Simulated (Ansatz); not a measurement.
Kick test of a cell of SiB2

The structure comes from a proposed guess, relaxed at this level; another structure or a mixture of phases may lie lower.

Theory: DFT PBE, scalar-relativistic, plane waves, PAW in Ansatz 0.2.0. Cutoff 420 eV; k points 8×8×6 on the computed 12-atom cell (Γ-centred); Gaussian smearing, width 0.10 eV; no spin polarisation.

The cell below (12 atoms, space group C2/m (No. 12)) is relaxed within its symmetry.

```
CELL_PARAMETERS angstrom
5.07332 -2.40316 -0.00160
5.07332 2.40316 -0.00160
-3.00278 0.00000 4.86456
ATOMIC_POSITIONS crystal
Si 0.61622 0.12160 0.72229
Si 0.38378 0.87840 0.27771
Si 0.87840 0.38378 0.27771
Si 0.12160 0.61622 0.72229
B 0.20942 0.20942 0.05180
B 0.79967 0.42811 0.89342
B 0.42811 0.79967 0.89342
B 0.79058 0.79058 0.94820
B 0.20033 0.57189 0.10658
B 0.57189 0.20033 0.10658
B 0.02854 0.02854 0.67555
B 0.97146 0.97146 0.32445
```

For the test it was strained at random (σ = 1.5 % a component), the atoms were moved at random (σ = 0.05 Å), and all was relaxed again on a coarse 6×6×4 mesh (in the run’s order of axes) with 0.20 eV smearing, with no symmetry imposed.

Task: What happens?

Result: It returns, within 1 meV/atom of the unmoved cell on that mesh and with the same symmetry when read at 0.1 Å. No instability shows in this cell; modes of other wave vectors, which need another repeat, aren't tested.
